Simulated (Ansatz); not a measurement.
Re:
```
CELL_PARAMETERS angstrom
     -1.54812     1.54812     1.54812
      1.54812    -1.54812     1.54812
      1.54812     1.54812    -1.54812
ATOMIC_POSITIONS crystal
  Re 0.00000 0.00000 0.00000
```

Relaxed with r²SCAN.

Map the electron localisation function on the plane through (0.000, 0.000, 0.000) spanned by u = [1, 1, 0] and v = [1, -1, 0] in lattice vectors, from r²SCAN (plane waves, PAW; program Ansatz).

x is the fraction of u, y of v (the angle between them is 90°; rows are the nearest grid lines); atoms in the plane: Re at (0.00, 0.00), Re at (0.50, 0.50).
```
|14884002320048841|
|46984002320048964|
|99983013431038999|
|99852124442125899|
|55432333333323455|
|22233332223333222|
|22333322222333322|
|33332345554323333|
|44212589998521244|
|43103899999830134|
|32004896469840023|
|32004884148840023|
|32004896469840023|
|43103899999830134|
|44212589998521244|
|33332345554323333|
|22333322222333322|
|22233332223333222|
|55432333333323455|
|99852124442125899|
|99983013431038999|
|46984002320048964|
|14884002320048841|
```
Scale: ten equal steps from 0.163 (start of '0') to 0.751 (end of '9'), in the order '0123456789'; x runs from 0.000 to 1.00, y from 0.000 (bottom) to 1.00 (top).

The density is the valence pseudo-density with augmentation charge, so density and ELF within about 1 Å of a nucleus are not all-electron values.

Space group Im-3m (bcc (W type)). The cell is a constructed one: a structure type filled with these elements; the Crystallography Open Database copy checked does not list it. It is not the phase usual at ambient conditions (space group No. 194). Symmetry was held in the r²SCAN relaxation; whether a distortion lowers the energy is not shown. No spin polarisation was allowed. Scalar-relativistic: spin–orbit coupling is off unless named, which matters more the heavier the elements.

Potentials: the later of the program's two PAW sets.
